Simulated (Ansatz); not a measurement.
Cs:
```xyz
2
Lattice="-2.5807 2.5807 9.4876 2.5807 -2.5807 9.4876 2.5807 2.5807 -9.4876" Properties=species:S:1:pos:R:3 pbc="T T T"
Cs     2.5807     0.0000     4.7438
Cs     0.0000     0.0000     9.4876
```

Relaxed with r²SCAN. Special points in fractions of this cell's reciprocal vectors: Γ (0.000, 0.000, 0.000); X (0.000, 0.000, 0.500); P (0.250, 0.250, 0.250); N (0.000, 0.500, 0.000); M (0.500, 0.500, -0.500); S (0.268, 0.732, -0.268); S0 (-0.268, 0.268, 0.268); R (-0.037, 0.037, 0.500); G (0.500, 0.500, -0.037).

List the band energies nearest the Fermi level at these points for the program Ansatz at the r²SCAN with spin–orbit coupling level (PAW).

In eV from the Fermi level; about four levels below and three above (degenerate sets whole), none deeper than 8.9 eV; points with the same levels are listed once.

| k | below | above |
|---|---|---|
| Γ | -1.72 -1.72 | 0.01 0.01 0.42 0.42 |
| X | – | 0.49 0.49 0.49 0.49 |
| P | – | 0.49 0.49 0.50 0.50 |
| N | -0.06 -0.06 | 0.19 0.19 0.41 0.41 |
| M | -1.16 -1.16 -1.16 -1.16 | 1.34 1.34 1.34 1.34 |
| S | – | 0.01 0.01 0.16 0.16 |
| R | – | 0.48 0.48 0.49 0.49 |

Space group I4_1/amd. The workflow started from a Materials Project entry (that database holds measured and hypothetical structures alike); the Crystallography Open Database copy checked does not list it. It is not the phase usual at ambient conditions (space group No. 229). The r²SCAN relaxation kept the symmetry of its start; its stability against distortions is not shown here.

Potentials: the later of the program's two PAW sets.
